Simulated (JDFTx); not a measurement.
System: Cu(111) (Fm-3m bulk; lattice of mp-30, not re-optimised at this level), 1x1 cell of 6 atoms in 6 planes, area 5.54 Å² a face, 10.4 Å between the outermost planes in a cell 26.3 Å high; k mesh 10×10×1, Fermi width 0.01 Ha, no spin polarisation.

Level of theory: PBE, GBRV ultrasoft potentials, plane waves to 20/100 Ha; code: JDFTx (a modified build). Liquid on both sides: linear PCM (GLSSA13), water, 1 M NaCl; nuclei fixed. 

Charging data:

```json
[
 {"U − U_pzc (V)": "-0.58", "σ (μC/cm²)": "-8.22"},
 {"U − U_pzc (V)": "0.00", "σ (μC/cm²)": "0.00"},
 {"U − U_pzc (V)": "0.62", "σ (μC/cm²)": "10.90"}
]
```

Working it through: a check of Lippmann's equation. The grand free energy per area against the neutral slab, Δγ = [F(N) − F(N₀) − μ(N − N₀)]/2A, is taken from the total energies of the same runs.

```json
[
 {"U − U_pzc (V)": "-0.58", "Δγ (mJ/m²)": "-24.5"},
 {"U − U_pzc (V)": "0.00", "Δγ (mJ/m²)": "0.0"},
 {"U − U_pzc (V)": "0.62", "Δγ (mJ/m²)": "-32.3"}
]
```

Δγ is largest at zero charge and falls away from it, as dγ/dU = −σ demands. At 0.62 V the computed -32.3 mJ/m² stands beside -34.0 mJ/m² from the constant-capacitance formula.
